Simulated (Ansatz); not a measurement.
# AgRh (P-6m2) under compression and expansion

The reference geometry is a structure from the Materials Project; nothing is relaxed.

Functional, mesh and filling: PBE, 14×14×7 k mesh, Fermi–Dirac smearing of 0.05 eV. PAW means Ansatz 0.2.0 on its default frozen-core files; LAPW is all-electron LAPW in Ansatz 0.2.0. Site moments are integrated in spheres about the atoms, whose radii differ between the methods.

Input of the first run:

```yaml
crystal:
  lattice:
    - [2.7775881998, 0.0, 0.0]
    - [-1.3887940999, 2.4054619423, 0.0]
    - [0.0, 0.0, 4.808602]
  atoms:
    - { symbol: Ag, position: [0.0, 0.0, 0.5] }
    - { symbol: Rh, position: [0.6666666667, 0.3333333333, 0.0], spin: 1.0 }
magnetization:
  spin_polarized: true
kpoints:
  mp_grid: { grid: [14, 14, 7] }
scf:
  occupations: { method: fermi_dirac, width: 0.05 }
hamiltonian:
  xc: pbe
  pseudopotentials: { kind: paw }
output:
  forces: true
  stress: true
  eigenvalues: true
  populations: true
```

Command: `ansatz run input.yaml --threads 1 --pin off --max-ram 3072MiB --backend cpu --events-out ev --progress --plain --runs-dir out`

The input for «volume scaled by 0.92» by LAPW differs from it in these lines, output keys apart:

```diff
-    - [2.7775881998, 0.0, 0.0]
-    - [-1.3887940999, 2.4054619423, 0.0]
-    - [0.0, 0.0, 4.808602]
+    - [2.701451247, 0.0, 0.0]
+    - [-1.3507256235, 2.339525407, 0.0]
+    - [0.0, 0.0, 4.6767925749]
-  pseudopotentials: { kind: paw }
+  pseudopotentials: { kind: all_electron, lapw: { basis_error: 0.001 } }
```

The cell shown is scaled evenly to other volumes, and every spin-polarised run starts from the same moments.

The search for lower states is left at its default.

| V/V₀ | Å³/atom | M PAW (μB/cell) | M LAPW (μB/cell) | largest site moment, PAW (μB) | P PAW (GPa) | P LAPW (GPa) | F − F(unpolarised), PAW (meV/atom) |
| --- | --- | --- | --- | --- | --- | --- | --- |
| 0.66 | 10.60 | 0.00 | 0.00 | 0.00 | 182.6 | 182.5 | 0 |
| 0.74 | 11.89 | 0.00 | – | 0.00 | 97.0 | – | 0 |
| 0.8 | 12.85 | 0.00 | – | 0.00 | ? | – | 0 |
| 0.86 | 13.82 | 0.26 | – | 0.24 | 31.0 | – | 0 |
| 0.92 | 14.78 | 0.38 | 0.39 | 0.36 | 13.2 | 13.1 | -1 |
| 0.96 | 15.42 | 0.43 | – | 0.41 | ? | – | -2 |
| 1 | 16.06 | 0.46 | 0.46 | 0.44 | -2.0 | -2.1 | -3 |
| 1.04 | 16.71 | 0.48 | 0.49 | 0.47 | -7.1 | -7.1 | -4 |
| 1.1 | 17.67 | 0.51 | 0.51 | 0.51 | -12.6 | -12.6 | -6 |
| 1.25 | 20.08 | 0.64 | 0.65 | 0.66 | -19.0 | -19.0 | ? |

Q: Fill in "F − F(unpolarised), PAW (meV/atom)" for the row "1.25".

A: -10.

Q: Give the missing entry: row "0.96", column "P PAW (GPa)".

A: 4.6.

Q: Fill in "P PAW (GPa)" for the row "0.8".

A: 57.5.

The moments are gone at V/V₀ = 0.8 (57 GPa) and below, and present from 0.86 (31 GPa) upwards, where the largest is 0.24 μB at first.

Q: How fast does the largest site moment change with volume about V₀?

A: d ln m/d ln V ≈ ln(0.471/0.407)/ln(1.04/0.96) = 1.85. A value over one marks an itinerant moment that hangs on the bandwidth.

Q: Fit a third-order Birch–Murnaghan equation to the PAW pressures of the magnetic runs between 0.85 and 1.11 V₀. What are the zero-pressure volume and bulk modulus, and what do the unpolarised runs give?

A: V = 15.85 Å³/atom (0.987 V₀), B = 156 GPa, B′ = 5.4, with a worst miss of 0.02 GPa. The unpolarised pressures, 30.9, 13.0, 4.3, -2.3, -7.4, -12.9 GPa at V/V₀ = 0.86, 0.92, 0.96, 1, 1.04, 1.1, give 15.82 Å³/atom and 157 GPa, so the moments change the volume by +0.2 %. Cell shape and inner coordinates are held, so these aren't the relaxed crystal's values unless symmetry fixes them.

 None of this fixes the real material's magnetic order: only patterns that fit the cell were computed, at zero temperature, with a functional that can overstate moments.
